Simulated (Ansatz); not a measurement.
Here is the system:

FeNi:
```cif
data_FeNi
_chemical_formula_sum 'Fe1 Ni1'
_space_group_name_H-M_alt 'P 1'
_space_group_IT_number 1
_cell_length_a 4.34887
_cell_length_b 4.34887
_cell_length_c 4.34887
_cell_angle_alpha 33.566
_cell_angle_beta 33.566
_cell_angle_gamma 33.566
loop_
_space_group_symop_operation_xyz
  'x, y, z'
loop_
_atom_site_label
_atom_site_type_symbol
_atom_site_fract_x
_atom_site_fract_y
_atom_site_fract_z
_atom_site_occupancy
Fe1 Fe 0.00000 0.00000 0.00000 1
Ni1 Ni 0.50000 0.50000 0.50000 1
```
The run is spin-polarised.

This is the r²SCAN-relaxed structure.

**Question.** All from the program Ansatz at the r²SCAN level (PAW), unless another level is named. Give the Bader charges.

**Answer.** Fe +0.21, Ni -0.21 e.

**Question.** Next, the net moment?

**Answer.** 1.75 μB per atom.

Space group R-3m. The workflow started from a Materials Project entry (that database holds measured and hypothetical structures alike); the Crystallography Open Database copy checked does not list it. COD files the formula under space group No. 123. With Fe and Ni taken as one species the cell has the higher symmetry Fm-3m, so it may be an ordered model of a mixed-site phase. Its standing as an ambient phase is unchecked. The r²SCAN relaxation kept the symmetry of its start; its stability against distortions is not shown here. The final state is ferromagnetic, chosen from 5 collinear starts compared on coarse meshes (ties went to the first, and starts can fall back to one state), not a proven ground state. Other orbital occupations within this spin state were not tried. For itinerant 3d metals, meta-GGAs of the SCAN family and hybrids are commonly reported to give too large moments.

Potentials: the later of the program's two PAW sets.
